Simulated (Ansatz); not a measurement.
Input file for Ansatz (a quantum-chemistry and plane-wave program):

Ansatz 0.2 input:
```yaml
crystal:
  lattice:
    - [-1.568072576, 1.568072576, 1.568072576]
    - [1.568072576, -1.568072576, 1.568072576]
    - [1.568072576, 1.568072576, -1.568072576]
  atoms:
    - { symbol: W, position: [0.0, 0.0, 0.0] }
kpoints:
  mp_grid: { grid: [38, 38, 38] }
hamiltonian:
  xc: lda
  pseudopotentials: { azcp: { folder: ./paw }, kind: paw }
scf:
  occupations: { method: fermi_dirac, width: 0.1 }
elastic: { mode: relaxed_ion, stencil: two_point, amplitude: 0.005, f_tol: 0.0005 }
```

Output (shortened):

```
Pseudopotential: W, paw, valence charge 14
Functional definition: SPW92
Crystal: 1 atoms, lattice volume = 15.423 Å³
Basis set: ecut = 420 eV, 321 PW (Γ)
Bands: 11, of which v1, the nominal top of the filled ones, is band 7 counted from 1 (6 counted from 0)
Symmetry: 48 space group operations
Space group: Im-3m (ITA 229), of the structure as read, at distance tolerance 2.5e-5 Å
k-points: 1440 of 54872
SCF iter   1: F=—  HF=-10130.895422 eV  |F-HF|=—  |Δ(HF+E_count)|=         —  Δρ=6.11e-2  dr2=4.73e-1  ethr=3.10e-3  ⟨swp⟩=5.0  Hψ=82583  notcnv=0
preconditioner: auto → none
SCF iter   2: F=—  HF=-10130.705615 eV  |F-HF|=—  |Δ(HF+E_count)|=   1.90e-1  Δρ=2.17e-2  dr2=2.98e-2  ethr=3.10e-3  ⟨swp⟩=2.7  Hψ=36817  notcnv=0  defer=23
SCF iter   3: F=—  HF=-10130.695265 eV  |F-HF|=—  |Δ(HF+E_count)|=   1.03e-2  Δρ=6.07e-3  dr2=1.72e-3  ethr=2.13e-4  ⟨swp⟩=1.9  Hψ=18841  notcnv=0  defer=23
SCF iter   4: F=—  HF=-10130.694601 eV  |F-HF|=—  |Δ(HF+E_count)|=   6.64e-4  Δρ=1.71e-4  dr2=1.05e-6  ethr=1.23e-5  ⟨swp⟩=1.0  Hψ=15817  notcnv=0  defer=23
SCF iter   5: F=—  HF=-10130.694598 eV  |F-HF|=—  |Δ(HF+E_count)|=   2.52e-6  Δρ=2.84e-5  dr2=4.71e-8  ethr=7.50e-9  ⟨swp⟩=2.0  Hψ=26264  notcnv=0  defer=23
SCF iter   6: F=—  HF=-10130.694598 eV  |F-HF|=—  |Δ(HF+E_count)|=   2.00e-8  Δρ=1.14e-6  dr2=1.57e-10  ethr=3.36e-10  ⟨swp⟩=2.9  Hψ=24805  notcnv=0  defer=23
SCF iter   7: F=—  HF=-10130.694598 eV  |F-HF|=—  |Δ(HF+E_count)|=  7.82e-11  Δρ=1.15e-7  dr2=9.80e-13  ethr=1.12e-12  ⟨swp⟩=2.1  Hψ=24362  notcnv=0  defer=23
SCF iter   8: F=-10130.694598 eV  HF=-10130.694598 eV  |F-HF|=3.64e-12  |Δ(HF+E_count)|=  1.82e-12  Δρ=4.65e-9  dr2=6.59e-16  ethr=1.00e-12  ⟨swp⟩=4.1  Hψ=47816  notcnv=0
the search or the solves at the SCF's close seem to have found levels that the self-consistency loop had missed (the run counts 1) …
SCF 1 converged in 8 iterations: F = -10130.694598 eV  dr2 = 6.59e-16
Crystal: 1 atoms, lattice volume = 15.346 Å³
Symmetry: 16 space group operations
k-points: 3910 of 54872
iter 1 solved again at ethr=1.08e-7 eV; its pass at ethr=3.10e-3 eV (dr2=1.52e-5 eV) is discarded
SCF iter   1: F=—  HF=-10130.694004 eV  |F-HF|=—  |Δ(HF+E_count)|=         —  Δρ=5.26e-4  dr2=1.71e-5  ethr=1.08e-7  ⟨swp⟩=2.5  Hψ=299505  notcnv=0  defer=22
preconditioner: auto → none
SCF iter   2: F=—  HF=-10130.694002 eV  |F-HF|=—  |Δ(HF+E_count)|=   1.72e-6  Δρ=2.38e-4  dr2=3.03e-6  ethr=1.08e-7  ⟨swp⟩=1.0  Hψ=42965  notcnv=0  defer=22
SCF iter   3: F=—  HF=-10130.694001 eV  |F-HF|=—  |Δ(HF+E_count)|=   1.31e-6  Δρ=2.15e-5  dr2=2.58e-8  ethr=2.16e-8  ⟨swp⟩=1.0  Hψ=42957  notcnv=0  defer=22
SCF iter   4: F=—  HF=-10130.694001 eV  |F-HF|=—  |Δ(HF+E_count)|=   2.11e-7  Δρ=2.19e-6  dr2=4.44e-10  ethr=1.84e-10  ⟨swp⟩=2.7  Hψ=65862  notcnv=0  defer=22
SCF iter   5: F=—  HF=-10130.694001 eV  |F-HF|=—  |Δ(HF+E_count)|=  1.64e-10  Δρ=7.10e-7  dr2=1.84e-11  ethr=3.17e-12  ⟨swp⟩=2.0  Hψ=64744  notcnv=0  defer=22
SCF iter   6: F=—  HF=-10130.694001 eV  |F-HF|=—  |Δ(HF+E_count)|=  3.64e-12  Δρ=6.87e-8  dr2=2.34e-13  ethr=1.31e-13 (applied; sched 1.00e-12)  ⟨swp⟩=1.0  Hψ=42957  notcnv=0  defer=53
SCF iter   7: F=-10130.694001 eV  HF=-10130.694001 eV  |F-HF|=7.28e-12  |Δ(HF+E_count)|=  5.46e-12  Δρ=4.44e-9  dr2=1.69e-15  ethr=1.00e-12  ⟨swp⟩=4.0  Hψ=124779  notcnv=0
SCF 2 converged in 7 iterations: F = -10130.694001 eV  dr2 = 1.69e-15
Crystal: 1 atoms, lattice volume = 15.500 Å³
iter 1 solved again at ethr=2.18e-10 eV; its pass at ethr=3.10e-3 eV (dr2=3.06e-8 eV) is discarded
SCF iter   1: F=—  HF=-10130.693831 eV  |F-HF|=—  |Δ(HF+E_count)|=         —  Δρ=6.82e-5  dr2=3.04e-8  ethr=2.18e-10  ⟨swp⟩=2.2  Hψ=281047  notcnv=0  defer=7
preconditioner: auto → none
SCF iter   2: F=—  HF=-10130.693831 eV  |F-HF|=—  |Δ(HF+E_count)|=   1.81e-7  Δρ=3.39e-5  dr2=5.51e-9  ethr=2.17e-10  ⟨swp⟩=1.0  Hψ=42957  notcnv=0  defer=7
SCF iter   3: F=—  HF=-10130.693831 eV  |F-HF|=—  |Δ(HF+E_count)|=   6.07e-8  Δρ=4.03e-6  dr2=1.21e-10  ethr=3.94e-11  ⟨swp⟩=1.0  Hψ=42957  notcnv=0  defer=7
SCF iter   4: F=—  HF=-10130.693831 eV  |F-HF|=—  |Δ(HF+E_count)|=  8.40e-10  Δρ=2.94e-7  dr2=9.83e-13  ethr=8.65e-13 (applied; sched 1.00e-12)  ⟨swp⟩=2.5  Hψ=65898  notcnv=0  defer=14
SCF iter   5: F=-10130.693831 eV  HF=-10130.693831 eV  |F-HF|=5.46e-12  |Δ(HF+E_count)|=    0.00e0  Δρ=4.41e-8  dr2=2.60e-14  ethr=1.00e-12  ⟨swp⟩=4.0  Hψ=127626  notcnv=0
SCF 3 converged in 5 iterations: F = -10130.693831 eV  dr2 = 2.60e-14
Crystal: 1 atoms, lattice volume = 15.423 Å³
Symmetry: 8 space group operations
k-points: 7430 of 54872
iter 1 solved again at ethr=1.89e-7 eV; its pass at ethr=3.10e-3 eV (dr2=2.65e-5 eV) is discarded
SCF iter   1: F=—  HF=-10130.694436 eV  |F-HF|=—  |Δ(HF+E_count)|=         —  Δρ=6.50e-4  dr2=4.63e-5  ethr=1.89e-7  ⟨swp⟩=2.0  Hψ=543131  notcnv=0  defer=35
preconditioner: auto → none
SCF iter   2: F=—  HF=-10130.694420 eV  |F-HF|=—  |Δ(HF+E_count)|=   1.58e-5  Δρ=2.37e-4  dr2=3.94e-6  ethr=1.89e-7  ⟨swp⟩=2.6  Hψ=122633  notcnv=0  defer=35
SCF iter   3: F=—  HF=-10130.694418 eV  |F-HF|=—  |Δ(HF+E_count)|=   1.91e-6  Δρ=4.64e-5  dr2=9.43e-8  ethr=2.73e-8  ⟨swp⟩=1.7  Hψ=97920  notcnv=0  defer=35
SCF iter   4: F=—  HF=-10130.694418 eV  |F-HF|=—  |Δ(HF+E_count)|=   4.65e-8  Δρ=1.81e-6  dr2=1.70e-10  ethr=6.54e-10  ⟨swp⟩=1.1  Hψ=83568  notcnv=0  defer=35
SCF iter   5: F=—  HF=-10130.694418 eV  |F-HF|=—  |Δ(HF+E_count)|=  2.00e-11  Δρ=2.03e-7  dr2=2.36e-12  ethr=1.18e-12  ⟨swp⟩=2.7  Hψ=135904  notcnv=0  defer=35
SCF iter   6: F=—  HF=-10130.694418 eV  |F-HF|=—  |Δ(HF+E_count)|=  9.09e-12  Δρ=5.08e-8  dr2=3.16e-13  ethr=1.00e-12  ⟨swp⟩=4.5  Hψ=274590  notcnv=0
SCF iter   7: F=-10130.694418 eV  HF=-10130.694418 eV  |F-HF|=7.28e-12  |Δ(HF+E_count)|=    0.00e0  Δρ=6.69e-9  dr2=1.93e-15  ethr=1.00e-12  ⟨swp⟩=4.0  Hψ=239112  notcnv=0
SCF 4 converged in 7 iterations: F = -10130.694418 eV  dr2 = 1.93e-15
Crystal: 1 atoms, lattice volume = 15.423 Å³
iter 1 solved again at ethr=9.24e-11 eV; its pass at ethr=3.10e-3 eV (dr2=1.29e-8 eV) is discarded
SCF iter   1: F=—  HF=-10130.694418 eV  |F-HF|=—  |Δ(HF+E_count)|=         —  Δρ=4.43e-5  dr2=1.25e-8  ethr=9.24e-11  ⟨swp⟩=2.2  Hψ=530593  notcnv=0  defer=9
preconditioner: auto → none
SCF iter   2: F=—  HF=-10130.694418 eV  |F-HF|=—  |Δ(HF+E_count)|=   7.50e-8  Δρ=2.21e-5  dr2=2.36e-9  ethr=8.93e-11  ⟨swp⟩=1.0  Hψ=81647  notcnv=0  defer=9
SCF iter   3: F=—  HF=-10130.694418 eV  |F-HF|=—  |Δ(HF+E_count)|=   2.52e-8  Δρ=2.18e-6  dr2=3.36e-11  ethr=1.69e-11  ⟨swp⟩=1.0  Hψ=81647  notcnv=0  defer=9
SCF iter   4: F=—  HF=-10130.694418 eV  |F-HF|=—  |Δ(HF+E_count)|=  2.35e-10  Δρ=1.25e-7  dr2=5.23e-13  ethr=2.40e-13 (applied; sched 1.00e-12)  ⟨swp⟩=2.6  Hψ=126423  notcnv=0  defer=82
SCF iter   5: F=-10130.694418 eV  HF=-10130.694418 eV  |F-HF|=5.46e-12  |Δ(HF+E_count)|=  1.82e-12  Δρ=1.81e-8  dr2=1.00e-14  ethr=1.00e-12  ⟨swp⟩=4.0  Hψ=239906  notcnv=0
SCF 5 converged in 5 iterations: F = -10130.694418 eV  dr2 = 1.00e-14
SCF converged after 8 iterations
Free energy (F): -10130.694598 eV
Harris-Foulkes:  -10130.694598 eV  (|F-HF|=3.64e-12)
Internal energy: -10130.679108 eV  (E = F + TS)
E sigma→0 (E₀):  -10130.686853 eV
Entropy (-TS):   -0.015491 eV (-15.491 meV/atom)
Fermi energy:    22.786817 eV
--- Per-component energies (eV) ---
  E_band       = -79.435934
  E_kinetic    = 423.673256
  E_local      = -529.113798  (includes V_loc(G=0)·N_el)
  E_nonlocal   = -19.633788
  E_hartree    = 222.869396
  E_xc         = -266.494861
  E_vxc        = -232.288090  (∫ρ·V_xc dr)
  E_paw        = -8324.723769  (= ΣΔE_a)
  E_vpaw       = -167.812452  (= ΣTr[D̂ρ^β])
  E_aug_tail   = 0.000147  (compensation charges beyond the density's cutoff)
  E_ewald      = -1637.538939
  E_core_change = 0.283249  (= ΣΔE_core)
  E_smearing   = -0.015491  (= −TS)
  E_closure    = 0.000000  (closes the sum)
  Σ components = -10130.694598   (vs F -10130.694598, Δ=0.00e0)
  [band-id]    e_kinetic+e_local+e_nonlocal+2·e_hartree+e_vxc+e_vpaw+e_augmentation_tail = -79.435934   (vs E_band -79.435934, Δ=3.50e-7)
--- Forces (eV/Å), atoms counted from 1 ---
  atom   1  W      0.00000000     0.00000000     0.00000000
  max |Σ_I F_I| component: 0.0 eV/Å
--- Stress (GPa, compression-positive) ---
       -0.192917       0.000000       0.000000
        0.000000      -0.192917       0.000000
        0.000000       0.000000      -0.192917
  P = ⅓ Tr σ = -0.1929 GPa (-1.929 kbar)
--- Band table (eV; the first three rows and the last of 1440) ---
  k-point 0: bands = ["-51.3273", "-14.8322", "-14.8322", "-14.8322", "13.0195", "21.4537", "21.4537", "21.4537", "25.0130", "25.0130", "37.4287"]
  k-point 1: bands = ["-51.3262", "-14.8427", "-14.8354", "-14.8322", "13.0548", "21.4322", "21.4498", "21.4876", "24.9764", "25.0133", "37.4594"]
  k-point 2: bands = ["-51.3232", "-14.8741", "-14.8451", "-14.8324", "13.1596", "21.3689", "21.4366", "21.5890", "24.8742", "25.0143", "37.5488"]
  k-point 1439: bands = ["-51.0620", "-15.8224", "-15.8224", "-15.8224", "16.6990", "16.6990", "28.1081", "28.1081", "28.1081", "31.3126", "31.3126"]
--- Elastic constants: 2 strain directions × 2 members + reference (group order 48) ---
  dense FFT box of the reference and of every strained cell: 20×20×20
  strains applied: 11, 23; error gains: componentwise 1.00 (the most a stress slope's error grows in a printed constant), spectral 1.73 (1 for all six strains …
  C = ∂σ_k/∂η_j (tension-positive GPa; Voigt order 11 22 33 23 13 12):
       566.684    219.208    219.208      0.000      0.000      0.000
       219.208    566.684    219.208      0.000      0.000      0.000
       219.208    219.208    566.684      0.000      0.000      0.000
         0.000      0.000      0.000    149.709      0.000      0.000
         0.000      0.000      0.000      0.000    149.709      0.000
         0.000      0.000      0.000      0.000      0.000    149.709
  reference stress σ⁰ (GPa):      0.193      0.193      0.193      0.000      0.000      0.000
  C* (energy form; C + prestress term) asymmetry max|C*_kj − C*_jk| = 1.065e-15 GPa — a small one proves nothing (zero by symmetry where the batch's group is …
  moduli (Voigt/Reuss/Hill, GPa): K = 335.03/335.03/335.03   G = 159.32/158.48/158.90   E = 411.62   ν = 0.295
  mechanically stable: yes (min eigenvalue of sym C = 149.71 GPa)
  where every solve meets its electron count the energy-path curvature estimates C_jj along a normal strain and C_jj − ¼(σ⁰_aa + σ⁰_bb) along a shear (ab), of …
  strain η (Voigt 11):  stress-route row diagonal C_11 = 566.68 GPa, energy-path curvature d²(F+E_count+ΔE)/dδ²/Ω₀ = 566.67 GPa
         δ    σ_11 (GPa)             F (eV)   n_scf  n_hpsi   n_pw
    -5.000e-3      -2.6890      -10130.6940013       7  729967    321   relax 0 steps, max|allowed force component| 0.00e0 eV/Å
     5.000e-3       2.9779      -10130.6938314       5  606737    321   relax 0 steps, max|allowed force component| 0.00e0 eV/Å
  strain η (Voigt 23):  stress-route row diagonal C_44 = 149.71 GPa, energy-path curvature d²(F+E_count+ΔE)/dδ²/Ω₀ = 149.61 GPa
         δ    σ_23 (GPa)             F (eV)   n_scf  n_hpsi   n_pw
    -5.000e-3      -0.7485      -10130.6944182       7  1584750    321   relax 0 steps, max|allowed force component| 0.00e0 eV/Å
     5.000e-3       0.7485      -10130.6944182       5  1148038    321   relax 0 steps, max|allowed force component| 0.00e0 eV/Å
```

Cost: around 6 core-minutes (rough) on shared cores.

Symmetry was held in the LDA relaxation. No spin polarisation was allowed. As this level gives no gap, shear constants depend on the k-mesh and smearing (Fermi–Dirac, 0.1 eV here). Scalar-relativistic: spin–orbit coupling is off unless named, which matters more the heavier the elements.

Potentials: the earlier of the program's two PAW sets.

Ansatz is a plane-wave DFT program.
